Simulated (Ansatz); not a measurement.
Os:
```
Os
1.0
    2.73626     0.00000     0.00000
   -1.36813     2.36967     0.00000
    0.00000     0.00000     4.32287
Os
2
Cartesian
  0.00000   1.57978   3.24215
  1.36813   0.78989   1.08072
```

Relaxed with PBE+D3(BJ).

### Question
Which orbitals make up the states near the Fermi level in plane-wave PAW PBE+D3(BJ) (Ansatz code)?

### Answer
Within 0.5 eV of the Fermi level: Os 5d 93 %. Projections are on Löwdin-orthogonalised atomic valence shells; empty p or d shells of many metals are not among them.

### Question
Tabulate the density of states.

### Answer
States/eV per cell of 2 atoms, in 0.25 eV bins, energy from the Fermi level.

```
E (eV)  total  Os 5d  Os 6s  Os 5p
------  -----  -----  -----  -----
-7.85    0.55   0.19   0.34   0.01
-7.60    1.44   0.89   0.52   0.02
-7.35    1.51   0.99   0.49   0.02
-7.10    1.69   1.23   0.44   0.02
-6.85    1.96   1.54   0.39   0.02
-6.60    2.16   1.80   0.33   0.02
-6.35    2.15   1.88   0.24   0.02
-6.10    1.79   1.58   0.18   0.02
-5.85    1.38   1.23   0.12   0.02
-5.60    1.92   1.70   0.17   0.03
-5.35    2.15   1.96   0.13   0.02
-5.10    1.57   1.47   0.06   0.02
-4.85    2.49   2.31   0.11   0.03
-4.60    2.69   2.47   0.13   0.03
-4.35    2.19   1.99   0.12   0.02
-4.10    0.89   0.80   0.06   0.01
-3.85    1.13   1.04   0.06   0.01
-3.60    3.40   3.17   0.13   0.03
-3.35    2.91   2.70   0.13   0.02
-3.10    2.45   2.25   0.12   0.02
-2.85    2.71   2.49   0.13   0.02
-2.60    2.88   2.67   0.12   0.02
-2.35    2.44   2.22   0.12   0.02
-2.10    2.92   2.60   0.16   0.02
-1.85    2.47   2.19   0.14   0.02
-1.60    2.06   1.84   0.10   0.01
-1.35    1.58   1.39   0.08   0.01
-1.10    1.47   1.29   0.07   0.01
-0.85    1.35   1.20   0.06   0.00
-0.60    1.32   1.19   0.04   0.00
-0.35    1.25   1.14   0.04   0.00
-0.10    1.21   1.12   0.03   0.00
0.15     1.19   1.11   0.03   0.00
0.40     1.19   1.13   0.03   0.00
0.65     1.32   1.26   0.03   0.00
0.90     1.35   1.29   0.04   0.00
1.15     1.79   1.71   0.05   0.00
1.40     2.12   2.02   0.07   0.00
1.65     2.33   2.22   0.08   0.00
1.90     2.78   2.66   0.09   0.00
2.15     3.12   2.98   0.10   0.00
2.40     2.73   2.58   0.11   0.00
2.65     1.40   1.24   0.12   0.00
2.90     0.61   0.43   0.13   0.00
3.15     0.59   0.38   0.14   0.00
3.40     0.57   0.34   0.15   0.00
3.65     0.57   0.30   0.16   0.00
3.90     0.57   0.28   0.18   0.00
4.15     0.57   0.26   0.19   0.00
4.40     0.55   0.22   0.19   0.00
4.65     0.53   0.19   0.19   0.00
```

Space group P6_3/mmc (hcp (Mg type)). The PBE+D3(BJ) relaxation kept the symmetry of its start. The run is not spin-polarised. The pairwise dispersion correction was not fitted to metals. Scalar-relativistic: spin–orbit coupling is off unless named, which matters more the heavier the elements.

Potentials: the earlier of the program's two PAW sets.
